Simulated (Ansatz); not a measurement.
MgO (rock salt, Fm-3m), a = 4.215 Å, b = 4.215 Å, c = 4.215 Å, α = 90.00°, β = 90.00°, γ = 90.00°; the cell used has 2 atoms.

Relaxed with PBEsol.

Task: Decompose the optical modes at the zone centre into irreducible representations, and say which are infrared and Raman allowed.

Result: Point group m-3m: Γ_opt = T1u. Infrared: T1u. Raman: none.

Task: Assign frequencies (DFPT, DFT-PBEsol in the program Ansatz with PAW potentials; without the LO–TO term).

Result: T1u 387 cm⁻¹.

Symmetry was held in the PBEsol relaxation. The volume moved by -16 % from the start of the relaxation.

Potentials: the earlier of the program's two PAW sets. The files were generated under PBE; for other functionals the program regenerates the frozen cores, and for LDA and PBEsol the local potential too.
